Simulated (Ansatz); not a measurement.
**Property card for CuO**

CuO:
```xyz
16
Lattice="5.5110 0.0000 0.0000 0.0000 5.5110 0.0000 0.0000 0.0000 5.4899" Properties=species:S:1:pos:R:3 pbc="T T T"
Cu     2.7555     1.3774     2.7449
Cu     2.7555     4.1336     2.7449
Cu     4.1336     2.7555     0.0000
Cu     1.3774     2.7555     0.0000
O      4.1332     2.7555     2.7449
O      1.3779     2.7555     2.7449
O      2.7555     1.3779     0.0000
O      2.7555     4.1332     0.0000
Cu     0.0000     4.1330     2.7449
Cu     0.0000     1.3781     2.7449
Cu     1.3781     0.0000     0.0000
Cu     4.1330     0.0000     0.0000
O      1.3777     0.0000     2.7449
O      4.1334     0.0000     2.7449
O      0.0000     4.1334     0.0000
O      0.0000     1.3777     0.0000
```
The run is spin-polarised; directions of the spins, atom by atom: ↑ ↑ ↑ ↑ 0 0 0 0 ↓ ↓ ↓ ↓ 0 0 0 0.

Space group I4/mmm (No. 139); conventional cell a = 2.756 Å, b = 2.756 Å, c = 5.490 Å, α = 90.00°, β = 90.00°, γ = 90.00°.

Method: the program Ansatz at the r²SCAN level (PAW). Structure relaxed to zero pressure with the same functional. Other levels are named where they apply.

Cell and energy:

```json
{
  "volume_per_atom": "10.42 Å³",
  "density": "6.34 g/cm³",
  "Formation energy from the elements (no fitted shifts)": "-60 kJ/mol-atom"
}
```

Electronic structure:

```json
{
 "band_gap": "0.41 eV (indirect)",
 "valence_band_maximum": "at Z",
 "conduction_band_minimum": "at M",
 "smallest_direct_gap_on_the_standard_path": "0.93 eV",
 "electron_effective_mass": "0.69, 0.69, 2.0 mₑ (principal values)"
}
```

Magnetism:

```json
{
  "magnetic_order": "antiferromagnetic",
  "net_moment": "0.00 μB per atom"
}
```

Mechanics:

```json
{
 "Bulk modulus (Birch–Murnaghan fit)": "51.5 GPa",
 "Pressure derivative B′": "11.5"
}
```

Charges:

```json
{
  "bader_charges": "Cu +1.17, O -1.17 e"
}
```

The start of the workflow was typed in or built on a structure type; neither database checked (COD, Materials Project) lists it. It is not the phase usual at ambient conditions (space group No. 15). The cell was relaxed with r²SCAN under the symmetry of its start, as lowered by the spin order; whether a distortion lowers the energy is not shown. Magnetic state: antiferromagnetic, the only order run, not a proven ground state. Other orbital occupations within this spin state were not tried. No Hubbard U is applied. Point labels and valley counts follow the cell and symmetry of the run, lower than the named group. The references are the lowest solids computed at this level, not always the standard phases (solids in place of the gases).

Potentials: the earlier of the program's two PAW sets. The files were generated under PBE; for other functionals the program regenerates the frozen cores, and for LDA and PBEsol the local potential too.
